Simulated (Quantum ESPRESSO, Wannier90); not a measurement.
Wannier functions of InSb (zinc blende)

```xyz
2
Lattice="0.0000 3.3166 3.3166 3.3166 0.0000 3.3166 3.3166 3.3166 0.0000" Properties=species:S:1:pos:R:3 pbc="T T T"
In     0.0000     0.0000     0.0000
Sb    -1.6583    -1.6583    -1.6583
```

Materials Project entry mp-20012; symmetrised, unrelaxed at this level. COD (Crystallography Open Database) has an entry of this formula and space group (matched by these alone). Level: PBEsol, spinors with spin-orbit coupling; pw.x of Quantum ESPRESSO at 64 Ry with PseudoDojo potentials, 6×6×6 k-points, Wannier90. Density: 8×8×8 mesh, cold smearing 0.01 Ry. With spin-orbit coupling a semilocal functional can close or falsely invert a small gap; the band order was not checked against a better method.

A tight-binding model is made by disentanglement and projection with no localisation steps (num_iter = 0), so the 16 orbitals stay atom-like: hydrogen-like In: s;p; Sb: s;p, axes along x, y, z; frozen window up to 3.00 eV relative to the Fermi level. It follows pw.x to 7.0 meV rms for states up to 1.0 eV relative to the Fermi level. Matrix elements depend on this choice of orbitals and windows.

Q: What are the on-site energies relative to the Fermi level, and how fast do the hoppings decay?

A: 
```tsv
atom	orbitals	energy (eV)
In1	s↑ s↓	-3.16
In1	pz↑ pz↓ px↑ px↓ py↑ py↓	2.31
Sb2	s↑ s↓	-7.35
Sb2	pz↑ pz↓ px↑ px↓ py↑ py↓	0.38
```

| distance of the centres (Å) | largest modulus (eV) |
|---|---|
| 2–3 | 1.1 |
| 4–5 | 0.35 |
| 5–6 | 0.033 |
| 6–7 | 0.026 |
| 7–8 | 0.077 |
| 8–9 | 0.025 |
| 9–10 | 0.020 |
| 10–11 | 0.013 |

Effective spin-orbit constants λ of λ L·S, from the same-site elements px↑–py↑ (λ/2) and dx2-y2↑–dxy↑ (λ), where they are among the larger elements: Sb2 p 0.44 eV, In1 p 0.24 eV.
